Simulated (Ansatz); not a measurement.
Density of states of ZnPt

```
Zn Pt
1.0
     2.86400    0.00000    0.00000
     0.00000    2.86400    0.00000
     0.00000    0.00000    3.51000
Zn Pt
1 1
Direct
  0.50000 0.50000 0.50000
  0.00000 0.00000 0.00000
```

The cell comes from COD entry 1522602, which wasn't checked; take it as a given geometry.

No spin–orbit coupling, which matters for the heavy atoms here.

Level of theory: DFT, PBEsol, all-electron LAPW, scalar-relativistic in Ansatz 0.2.0.

Settings: a Γ-centred 11×11×9 k mesh, Fermi–Dirac smearing of 0.05 eV, basis error target 0.25 meV/atom, no spin polarisation.

(1) Which of the resolved shells contributes most within 0.3 eV of the Fermi level?

(2) Where is the centre of the filled Zn 3d states between -14 eV and the top of the filled states?

(3) Tabulate the density of states.

## Answers

(1) Pt 5d, with 43 % of all states there; Pt 6s follows with 16 %.

(2) -6.76 eV from the Fermi level.

(3) States per eV and cell, averaged over 0.4 eV, from -10.2 to 6.8 eV, with energies (bin centres) from the Fermi level; empty bins are left out. The partial columns, the largest 4 alone, are projections on Löwdin-orthogonalised atomic shells (those that the program's projection atoms carry: the occupied ones and, for some elements, an empty d or f shell; other empty shells have no column), summed over atoms of an element. Weights on diffuse s and p shells depend on that basis and aren't pure angular character.
```
E (eV)  total  Zn 3d  Pt 5d  Zn 4s  Pt 6s
 -10.1   0.05   0.00   0.00   0.02   0.03
  -9.7   0.12   0.00   0.00   0.05   0.06
  -9.3   0.17   0.00   0.00   0.07   0.09
  -8.9   0.22   0.01   0.01   0.09   0.11
  -8.5   0.30   0.02   0.01   0.12   0.14
  -8.1   0.46   0.09   0.03   0.15   0.18
  -7.7   2.20   1.34   0.23   0.26   0.35
  -7.3   8.31   7.06   0.80   0.22   0.21
  -6.9  11.05  10.40   0.47   0.11   0.03
  -6.5   4.07   3.64   0.15   0.16   0.11
  -6.1   0.86   0.34   0.18   0.20   0.12
  -5.7   0.96   0.29   0.32   0.22   0.11
  -5.3   1.26   0.32   0.60   0.21   0.10
  -4.9   0.90   0.15   0.56   0.08   0.09
  -4.5   2.31   0.23   1.72   0.09   0.20
  -4.1   2.43   0.20   1.95   0.06   0.14
  -3.7   2.70   0.19   2.27   0.05   0.09
  -3.3   2.40   0.13   2.00   0.08   0.06
  -2.9   2.13   0.10   1.82   0.04   0.04
  -2.5   1.62   0.07   1.41   0.03   0.04
  -2.1   3.23   0.11   2.92   0.06   0.09
  -1.7   3.58   0.12   3.18   0.08   0.11
  -1.3   1.74   0.05   1.41   0.08   0.11
  -0.9   0.88   0.02   0.59   0.08   0.09
  -0.5   0.60   0.01   0.31   0.07   0.08
  -0.1   0.50   0.01   0.23   0.06   0.07
   0.3   0.38   0.01   0.13   0.06   0.07
   0.7   0.39   0.01   0.12   0.06   0.07
   1.1   0.59   0.01   0.21   0.06   0.12
   1.5   0.80   0.01   0.28   0.09   0.18
   1.9   0.64   0.00   0.16   0.09   0.13
   2.3   0.57   0.00   0.11   0.10   0.10
   2.7   0.51   0.00   0.08   0.12   0.08
   3.1   0.45   0.00   0.05   0.11   0.07
   3.5   0.50   0.00   0.06   0.12   0.12
   3.9   0.59   0.00   0.07   0.15   0.14
   4.3   0.61   0.00   0.06   0.16   0.10
   4.7   0.72   0.00   0.06   0.20   0.09
   5.1   0.78   0.00   0.06   0.18   0.11
   5.5   0.80   0.00   0.05   0.16   0.11
   5.9   0.74   0.00   0.04   0.11   0.09
   6.3   0.63   0.00   0.03   0.08   0.06
   6.7   0.64   0.00   0.02   0.06   0.05
```
